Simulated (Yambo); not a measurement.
Yambo run on CuI (wurtzite, space group P6_3mc, No. 186). The wavefunctions are PBEsol (Quantum ESPRESSO, PseudoDojo norm-conserving, 92 Ry, with spin-orbit coupling) ones on a 3×3×2 mesh (52 occupied bands); a = 4.182 Å, b = 4.182 Å, c = 6.898 Å, α = 90.00°, β = 90.00°, γ = 120.00°.

Yambo input:

```
rim_cut
gw0
dyson
el_el_corr
HF_and_locXC
ppa
em1d
RandQpts= 1000000
RandGvec= 1 Ry
EXXRLvcs= 92 Ry
VXCRLvcs= 368 Ry
Chimod= "HARTREE"
% BndsRnXp
 17 | 248 |
%
NGsBlkXp= 6 Ry
% LongDrXp
 1.0 | 1.0 | 1.0 |
%
PPAPntXp= 27.2114 eV
% GbndRnge
 1 | 110 |
%
GTermKind= "BG"
DysSolver= "n"
ExtendOut
% QPkrange
 1 | 1 | 52 | 53 |
%
```

k points by index: 1 = Γ.

The o-*.qp file then holds:

```
#    K-point    Band    Eo [eV]    E [eV]    E-Eo [eV]    Vxc [eV]    Vnlxc [eV]    Sc|Eo [eV]    Sc|E [eV]    dSc/dw|Eo [eV]    Re(Z)    Im(Z)
#
    1    52    0.000000    -0.501664    -0.501664    -22.93060    -27.80149    4.217323    4.369226    -8.236921    0.767632    -0.001604
    1    53    1.025536    1.628002    0.602465    -10.24117    -5.762857    -3.743341    -3.875851    -5.983696    0.819739    -0.001371
```
(The two width columns are left out.) Convergence of these settings isn't established.

Geometry relaxed with PBEsol.

This is not the ordinary phase of the substance.
